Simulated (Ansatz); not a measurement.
ZnIn₂O₄:
```cif
data_In16O32Zn8
_chemical_formula_sum 'In16 Zn8 O32'
_space_group_name_H-M_alt 'Fd-3m :1'
_space_group_IT_number 227
_space_group_name_Hall 'F 4d 2 3 -1d'
_cell_length_a 8.92749
_cell_length_b 8.92749
_cell_length_c 8.92749
_cell_angle_alpha 90.000
_cell_angle_beta 90.000
_cell_angle_gamma 90.000
loop_
_atom_site_label
_atom_site_type_symbol
_atom_site_symmetry_multiplicity
_atom_site_Wyckoff_symbol
_atom_site_fract_x
_atom_site_fract_y
_atom_site_fract_z
_atom_site_occupancy
In1 In 16 c 0.12500 0.12500 0.12500 1
Zn1 Zn 8 b 0.50000 0.50000 0.50000 1
O1 O 32 e 0.36901 0.36901 0.36901 1
```
(The calculation used a cell of 14 atoms; values per cell refer to that cell.)

Relaxed with r²SCAN.

Task: Which orbitals make up the states near the band edges in plane-wave PAW r²SCAN (Ansatz code)?

Result: Top 1 eV of the valence band: O 2p 89 %, Zn 3d 6 %. Bottom 1 eV of the conduction band: In 5s 32 %, O 2s 24 %, Zn 4s 23 %, O 2p 15 %, In 5p 5 %. Projections are on Löwdin-orthogonalised atomic valence shells; empty p or d shells of many metals are not among them.

Task: Tabulate the density of states.

Result: States/eV per cell of 14 atoms, in 0.25 eV bins, energy from the valence-band maximum.

```tsv
E (eV)	total	O 2p	Zn 3d	In 5s
-7.85	0.00	0.00	0.00	0.00
-7.60	0.00	0.00	0.00	0.00
-7.35	0.00	0.00	0.00	0.00
-7.10	0.00	0.00	0.00	0.00
-6.85	0.00	0.00	0.00	0.00
-6.60	0.00	0.00	0.00	0.00
-6.35	0.00	0.00	0.00	0.00
-6.10	0.00	0.00	0.00	0.00
-5.85	0.00	0.00	0.00	0.00
-5.60	0.00	0.00	0.00	0.00
-5.35	15.83	7.26	4.86	1.53
-5.10	0.18	0.11	0.01	0.01
-4.85	17.52	8.14	5.69	2.75
-4.60	10.17	3.18	6.02	0.38
-4.35	28.36	5.51	21.43	0.39
-4.10	19.94	3.02	16.02	0.34
-3.85	12.80	4.96	5.88	0.73
-3.60	8.97	3.90	3.48	0.70
-3.35	5.97	3.31	1.44	0.33
-3.10	12.49	7.13	2.98	0.24
-2.85	6.28	3.85	1.24	0.10
-2.60	6.80	4.37	1.20	0.26
-2.35	11.00	7.51	1.72	0.37
-2.10	13.25	10.13	1.42	0.17
-1.85	9.06	7.43	0.52	0.13
-1.60	10.16	8.52	0.65	0.07
-1.35	10.32	8.76	0.68	0.05
-1.10	11.60	9.93	0.74	0.03
-0.85	15.32	13.27	0.98	0.02
-0.60	17.12	15.04	1.06	0.01
-0.35	14.70	13.13	0.79	0.01
-0.10	14.17	13.01	0.54	0.00
0.15	0.00	0.00	0.00	0.00
0.40	0.00	0.00	0.00	0.00
0.65	0.00	0.00	0.00	0.00
0.90	0.00	0.00	0.00	0.00
1.15	0.00	0.00	0.00	0.00
1.40	0.00	0.00	0.00	0.00
1.65	0.00	0.00	0.00	0.00
1.90	0.00	0.00	0.00	0.00
2.15	0.04	0.00	0.00	0.02
2.40	0.11	0.01	0.00	0.04
2.65	0.17	0.03	0.00	0.05
2.90	0.23	0.04	0.00	0.07
3.15	0.30	0.06	0.00	0.09
3.40	0.38	0.09	0.00	0.10
3.65	0.47	0.12	0.00	0.12
3.90	0.57	0.15	0.00	0.14
4.15	0.69	0.19	0.00	0.17
4.40	0.88	0.24	0.00	0.22
4.65	1.11	0.32	0.00	0.28
4.90	1.04	0.31	0.00	0.27
5.15	1.22	0.37	0.00	0.31
5.40	1.53	0.44	0.00	0.34
5.65	1.98	0.52	0.00	0.37
5.90	3.98	1.00	0.00	0.77
6.15	1.43	0.38	0.00	0.34
6.40	2.43	0.62	0.00	0.65
6.65	5.32	1.28	0.00	1.66
```

The cell is a constructed one: a structure type filled with these elements; the Crystallography Open Database copy checked does not list it. Its standing as an ambient phase is unchecked. The r²SCAN relaxation kept the symmetry of its start; its stability against distortions is not shown here. Spin–orbit coupling is left out wherever it is not named.

Potentials: the earlier of the program's two PAW sets. The files were generated under PBE; for other functionals the program regenerates the frozen cores, and for LDA and PBEsol the local potential too.
